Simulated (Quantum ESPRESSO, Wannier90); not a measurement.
## BaTiO3 (Amm2), plane waves to Wannier functions

```xyz
5
Lattice="3.9833 0.0000 0.0000 0.0000 2.8626 2.8753 0.0000 -2.8626 2.8753" Properties=species:S:1:pos:R:3 pbc="T T T"
Ba     0.0000     0.0000     0.0196
Ti     1.9917     0.0000    -2.7690
O      1.9917    -1.4683     1.3508
O      1.9917     1.4683     1.3508
O      0.0000     0.0000     2.8075
```

Structure: Materials Project mp-5777, symmetrised, not relaxed again. COD (Crystallography Open Database) has the formula in 5 space groups, this one among them (matched by group alone). Computed values, not measurements, from LDA: Quantum ESPRESSO (norm-conserving PseudoDojo potentials, cutoff 68 Ry, no spin polarisation, no spin-orbit coupling) on a Γ-centred 8×8×8 mesh, then Wannier90. Density: 8×8×8 mesh, cold smearing 0.01 Ry. Spin-orbit coupling is left out although heavy elements are present.

Bands 12-20 form an isolated set from -4.38 to 0.00 eV relative to the valence-band maximum (on the path) and are turned into 9 Wannier functions by minimising the spread from the start: atomic waves O 2p.

Centres (Cartesian, Å; one of the equivalent choices) and spreads:

```tsv
n	x	y	z	spread (Å²)	nearest atom
1	1.992	-1.540	1.319	1.464	O3
2	1.992	-1.542	1.281	1.605	O3
3	1.992	-1.503	1.288	1.464	O3
4	1.992	1.540	1.319	1.464	O4
5	1.992	1.542	1.281	1.605	O4
6	1.992	1.503	1.288	1.464	O4
7	0.000	0.000	2.796	1.605	O5
8	0.000	0.000	2.821	1.322	O5
9	0.000	0.000	2.820	1.613	O5
```

Ω_I = 13.43 Å², Ω_total = 13.61 Å²; the interpolated bands follow pw.x to 0.2 meV rms on the path. Only this start was tried; a symmetric start can stop on a saddle, and mixtures of these functions could lower the total by at most Ω_total − Ω_I.
